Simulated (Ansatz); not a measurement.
**Ag, first-principles data**

Ag:
```yaml
crystal:
  lattice:
    - [5.16245, 0.00000, 0.00000]
    - [0.00000, 5.16245, 0.00000]
    - [0.00000, 0.00000, 5.16245]
  atoms:
    - { symbol: Ag, position: [0.00000, 0.00000, 0.00000] }
    - { symbol: Ag, position: [0.50000, 0.50000, 0.50000] }
    - { symbol: Ag, position: [0.25000, 0.00000, 0.50000] }
    - { symbol: Ag, position: [0.75000, 0.00000, 0.50000] }
    - { symbol: Ag, position: [0.50000, 0.25000, 0.00000] }
    - { symbol: Ag, position: [0.50000, 0.75000, 0.00000] }
    - { symbol: Ag, position: [0.00000, 0.50000, 0.25000] }
    - { symbol: Ag, position: [0.00000, 0.50000, 0.75000] }
```

Space group Pm-3n (No. 223), A15 (β-W type); conventional cell a = b = c = 5.162 Å, α = β = γ = 90.00°.

Method: DFT-PBEsol in the program Ansatz with PAW potentials. Structure relaxed to zero pressure with the same functional. Other levels are named where they apply.

### Cell and energy

- Volume per atom: 17.20 Å³
- Density: 10.42 g/cm³

### Electronic structure

* **Electronic character**: metallic (no gap)
* **Density of states at the Fermi level**: 0.29 states/eV per atom (mean over ±0.08 eV)
* **Gap with spin–orbit coupling**: none (metallic)

### Mechanics

- Bulk modulus (Birch–Murnaghan fit) = 110 GPa
- Pressure derivative B′ = 5.7
- Elastic constants (relaxed ions, GPa) = C11 = 206, C12 = 62.3, C44 = -17.2
- Mechanical stability = unstable (C has a negative eigenvalue)

The start of the workflow was typed in or built on a structure type; neither database checked (COD, Materials Project) lists it. It is not the phase usual at ambient conditions (space group No. 225). The cell was relaxed with PBEsol under the symmetry of its start. The run is not spin-polarised. As this level gives no gap, shear constants depend on the k-mesh and smearing (Fermi–Dirac, 0.1 eV here). Spin–orbit coupling is left out wherever it is not named.

Potentials: the earlier of the program's two PAW sets. The files were generated under PBE; for other functionals the program regenerates the frozen cores, and for LDA and PBEsol the local potential too.
